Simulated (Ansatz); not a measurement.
# MnHg (P4/mmm): compressed by 2 % along z at fixed volume; spin–orbit coupling in one pass over the collinear state, moments along [001]

Theory: DFT, PBE, all-electron LAPW, Dirac equation with spin-orbit coupling (Ansatz).

Command: `ansatz run input.yaml --threads 4 --pin off --max-ram 7168MiB --backend cpu --events-out ev --progress --plain --runs-dir out`

The folder start holds the state saved by an earlier run of the same cell (collinear, scalar-relativistic); this run solves the spinor bands once in its potential and doesn't iterate.

```yaml
crystal:
  lattice:
    - [3.3486556853, 0.0, 0.0]
    - [0.0, 3.3486556853, 0.0]
    - [0.0, 0.0, 3.2487]
  atoms:
    - { symbol: Mn, position: [0.5, 0.5, 0.5], spin: 3.9, spin_axis: [0.0, 0.0, 1.0] }
    - { symbol: Hg, position: [0.0, 0.0, 0.0] }
magnetization:
  noncollinear: true
  spin_orbit: true
kpoints:
  mp_grid: { grid: [7, 7, 8] }
scf:
  occupations: { method: fermi_dirac, width: 0.1 }
  lower_state_search: "off"
hamiltonian:
  xc: pbe
  pseudopotentials: { kind: all_electron, lapw: { basis_error: 2.5e-05 } }
output:
  eigenvalues: false
  hubbard: { sites: [{ species: Mn, l: d }] }
checkpoint:
  read: start
  post_process_only: true
```

Output:

```
Warning: checkpoint.read: spin treatment differs: saved collinear, current noncollinear; the saved charge density seeds this run and the saved magnetisation is carried along the axis that this deck's starting moments share; the saved density holds an absolute magnetisation of 4.2e0 μB; saved orbitals and DFT+U occupations are not carried
Warning: checkpoint.read: magnetization.spin_orbit differs: this deck has the coupling, and the saved state was converged under scalar relativity for Mn, Hg (and on the j-weighted average for any other species). The pass solves this deck's Hamiltonian once at the saved density, which is not self-consistent under the coupling. Its levels lack that density's response to the spin–orbit term and to th …
settings of this run that can trade accuracy for cost: output.eigenvalues: false. Do not mix this run's numbers with those of runs without the same settings; the input reference describes each key
Mn: projections on atomic orbitals take those of the free atom 1s2 2s2 2p6 3s2 3p6 3d5 4s2, of charge +0.00 (hamiltonian.pseudopotentials.projection_atoms)
Hg: projections on atomic orbitals take those of the free atom 1s2 2s2 2p6 3s2 3p6 3d10 4s2 4p6 4d10 4f14 5s2 5p6 5d10 6s2, of charge +0.00 (hamiltonian.pseudopotentials.projection_atoms)
LAPW: plane waves up to 9.375 Å⁻¹, error target 2.5e-5 eV per atom; Dirac's equation on spinors; Mn in spheres of 1.397 Å, 15 of its electrons in bands; Hg in spheres of 1.475 Å, 44 of its electrons in bands (how accurate: hamiltonian.pseudopotentials.lapw.basis_error, Limitations)
Engine: ansatz 0.2.0
Pseudopotentials: kind: all_electron
Pseudopotential: Mn, LAPW, valence charge 15, lapw/all_electron/dirac/gaussian/Mn, Dirac's equation, gaussian nucleus
Pseudopotential: Hg, LAPW, valence charge 44, lapw/all_electron/dirac/gaussian/Hg, Dirac's equation, gaussian nucleus
Functional definition: PBE
  parameter kappa = 0.804
  parameter beta = 0.06672455060314922
  exchange = pbe_x(kappa = kappa, mu = beta*pi^2/3)
  correlation = pbe_c(beta = beta)
Crystal: 2 atoms, lattice volume = 36.429 Å³
Basis set: ecut = 334.8851014205688 eV, 477 PW (Γ), exchange–correlation at level 2
Bands: 72, of which v1, the nominal top of the filled ones, is band 59 counted from 1 (58 counted from 0)
Symmetry: 8 space group operations + 8 with time reversal
Magnetic group: BNS 123.345 (UNI 1005), of the structure as read, at distance tolerance 3.3e-5 Å
k-points: 50 of 392 (time reversal used)
Non-local potential: Mn, projectors of the file, none
Non-local potential: Hg, projectors of the file, none
Initial density: read from a saved state, or passed on in memory by an earlier SCF of this step, an earlier step, the calling program or the single point that the run made first
Starting moments: Σ|m| = 3.9 μB on 1 of 2 sites; this step starts from the density that it was given
Initial wavefunctions: plane waves of lowest kinetic energy (no species holds an atomic orbital)
Functional: x = pbe(κ = 0.804, μ = 0.2195149727645171), c = pbe(β = 0.06672455060314922)
NSCF: frozen V_eff on 50 k-points
the basis was enlarged: its passes take 25.7 MiB over the memory plan, 4 of 4 planned eigensolver slots
SCF 1: post-processed at a frozen density that is not taken as self-consistent under this run
post-processed at a frozen density that is not taken as self-consistent under this run (a non-self-consistent diagonalisation pass)
Frozen density: not held to its close: it was read across a difference from the run that saved it, as the warnings at the start of the run say
Magnetization: |M| = 3.8805 μB,  M = (-0.0000, +0.0000, +3.8805) μB
Absolute magnetization: 4.1479 μB (∫|m|)
  site 0: m = (+0.0000, +0.0000, +3.9171) μB, |m| = 3.9171 μB  (R = 1.40 Å)
  site 1: m = (+0.0000, +0.0000, -0.0606) μB, |m| = 0.0606 μB  (R = 1.47 Å)
Free energy (F): not given: this pass's two estimates of its total disagree by 1.203e0 eV and its dr2_mag is 1.225e-5 eV, 1.203e0 eV together, over the energy gate of 1.000e-4 eV (scf.convergence.dr2_threshold). Run an SCF of this deck for it, without checkpoint.post_process_only or, of a chain, under workflow.steps: [scf]
Harris-Foulkes:  -566434.127556 eV
Entropy (-TS):   -0.047067 eV (-23.534 meV/atom)
Fermi energy:    18.357499 eV
--- Occupation matrices: 1 shell (Löwdin-built; ε = 2.00e-2, provisional) ---
  Mn0 d_3D: site group D4h (4/mmm)
  Mn0 d_3D spinor Tr n = 5.7240  λ = 0.117 0.139 0.198 0.210 0.211 0.959 0.961 0.963 0.982 0.984  [x2-y2 1.00 (Eg 1.00) E3/2g(1.00) | z2 1.00 (Eg 1.00) E1/2g(1.00) | 3× xy 0.33 (T2g 1.00) E3/2g(0.67) | 5× xz 0.20 (T2g 0.60) E3/2g(0.60)]
  Tr n, λ and their labels are of the run-group-symmetrised matrices; stabiliser: 16 of 32 elements of G0×{1,Θ} (closed), max defect 2.6e-15 at τ = 4.2e-3
settings of this run that can trade accuracy for cost: output.eigenvalues: false. Do not mix this run's numbers with those of runs without the same settings; the input reference describes each key
```

occupations.tsv:

```
# site	symbol	l	channel	k	occupation	cluster	real_ylm_label	real_ylm_weight	cubic_label	cubic_weight	pseudocubic_irrep	site_irrep	w_site_irrep	cell_site_irrep	w_cell_site_irrep
# projection_atom_Mn: 1s2 2s2 2p6 3s2 3p6 3d5 4s2
# projection_atom_Hg: 1s2 2s2 2p6 3s2 3p6 3d10 4s2 4p6 4d10 4f14 5s2 5p6 5d10 6s2
# site_irrep/w_site_irrep = the cluster's dominant irrep under the shell's site group (Mulliken, in the setting of the per-shell frame z, x; double-valued rows on a spinor block under rep=spin_orbital) and its weight, the cluster's purity; - without a site group
# cell_site_irrep/w_cell_site_irrep = the same under the site's group on the run's cell, the crystal's operations that keep its lattice, with its own per-shell comment where it differs; - as there, and where that group is no smaller or either group is refused
# basis = Löwdin-built
# labels = run-group-symmetrised matrices
# epsilon = 0.02 provisional = true under_converged = false
# stabiliser = 16/32 closed max_defect = 2.649e-15 tolerance = 0.0042426
# site 0 Mn l=2_3D: orbit=0, site group D4h (4/mmm), |G|=16, z=[0.000000, 0.000000, 1.000000], x=[1.000000, 0.000000, 0.000000], rep=spin_orbital
0	Mn	2_3D	spinor	0	0.116944	0	x2-y2	0.9999	x2-y2	0.9999	Eg	E3/2g	1.0000	-	-
0	Mn	2_3D	spinor	1	0.139344	1	z2	0.9997	z2	0.9997	Eg	E1/2g	1.0000	-	-
0	Mn	2_3D	spinor	2	0.198147	2	xy	0.3333	xy	0.3333	T2g	E3/2g	0.6667	-	-
0	Mn	2_3D	spinor	3	0.209537	2	xy	0.3333	xy	0.3333	T2g	E3/2g	0.6667	-	-
0	Mn	2_3D	spinor	4	0.211041	2	xy	0.3333	xy	0.3333	T2g	E3/2g	0.6667	-	-
0	Mn	2_3D	spinor	5	0.958650	3	xz	0.2000	xz	0.2000	T2g	E3/2g	0.6000	-	-
0	Mn	2_3D	spinor	6	0.961061	3	xz	0.2000	xz	0.2000	T2g	E3/2g	0.6000	-	-
0	Mn	2_3D	spinor	7	0.962917	3	xz	0.2000	xz	0.2000	T2g	E3/2g	0.6000	-	-
0	Mn	2_3D	spinor	8	0.982332	3	xz	0.2000	xz	0.2000	T2g	E3/2g	0.6000	-	-
0	Mn	2_3D	spinor	9	0.984061	3	xz	0.2000	xz	0.2000	T2g	E3/2g	0.6000	-	-
# Tr n = 5.724035
```

Site moments (μB): Mn1 (0.00, 0.00, 3.92); Hg2 (0.00, 0.00, -0.06). Cell moment 3.88 μB.

The Ansatz runs typed with the search for lower states off end where their start leads. None of this fixes the real material's magnetic order: only patterns that fit the cell were computed, at zero temperature, with a functional that can overstate moments.

It took 17 s on 4 threads of Intel(R) Xeon(R) Platinum 8223CL CPU @ 3.00GHz (Skylake/Cascade Lake), on a shared host, peak memory 1.4 GiB.
